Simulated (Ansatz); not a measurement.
# Structures of NaCa₂: which is lowest?

Plane-wave DFT in Ansatz with scalar-relativistic PAW potentials, cutoff 420 eV, Γ-centred meshes chosen by cell and gap, Gaussian smearing with energies taken to zero width. Every cell was relaxed (cell and atoms) in a run of its own, within the symmetry of its start. Functional: PBE.

Relaxed structures (starts from databases or built by putting these elements on another compound's sites):
A. P6/mmm, 3 atoms in the computed cell, a = 6.297 Å, c = 3.662 Å; sites (symmetry × multiplicity) Na 6/mmm × 1, Ca -6m2 × 2; start: built
B. Fd-3m, 6 atoms in the computed cell, a = 10.382 Å; sites (symmetry × multiplicity) Na -43m × 8, Ca .-3m × 16; start: built
C. P2_1/m, 6 atoms in the computed cell, a = 3.801 Å, b = 6.082 Å, c = 10.618 Å, β = 90.3°; sites (symmetry × multiplicity) Na m × 2, Ca m × 2 + m × 2; start: built

**Question.** Rank them by energy. Could pressure change the order?

**Answer.**
```tsv
structure	group	E − E(lowest) (meV/atom)	V (Å³/atom)	gap on mesh (eV)
C	P2_1/m	0.0	40.92	0.00
A	P6/mmm	97	41.91	0.00
B	Fd-3m	144	46.63	0.00
```

C is lowest, 97 meV/atom under A. The lowest is also the densest of these, so pressure wouldn't bring one of the others in at first order. Other structures may lie lower than all of these, and vibrations aren't counted.